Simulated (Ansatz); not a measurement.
As in space group Pm-3m (No. 221; As on 1b) at seven volumes, r²SCAN (plane waves, PAW; program Ansatz), scaled uniformly. One row is withheld.

| V (Å³/atom) | P (GPa) |
|---|---|
| 17.962 | 10.30 |
| 18.554 | 6.29 |
| 19.146 | 2.88 |
| 19.738 | 0.00 |
| 20.330 | -2.31 |
| 20.923 | -4.27 |
| 21.515 | ? |

**Question.** Fit the shown pressures and predict the withheld one.

**Answer.** Third-order Birch–Murnaghan: P = (3/2)B₀(x^(7/2) − x^(5/2))[1 + (3/4)(B′ − 4)(x − 1)] with x = (V₀/V)^(2/3). Least squares on the six rows gives V₀ = 19.748 Å³/atom, B₀ = 85.69 GPa, B′ = 5.04. At V = 21.515, x = 0.9445 and P = -5.92 GPa. The run itself gave -6.01 GPa.

The first step of the workflow began from a Materials Project structure, measured or hypothetical; the Crystallography Open Database copy checked does not list it. It is not the phase usual at ambient conditions (space group No. 166). The r²SCAN relaxation kept the symmetry of its start; its stability against distortions is not shown here.

Potentials: the later of the program's two PAW sets.
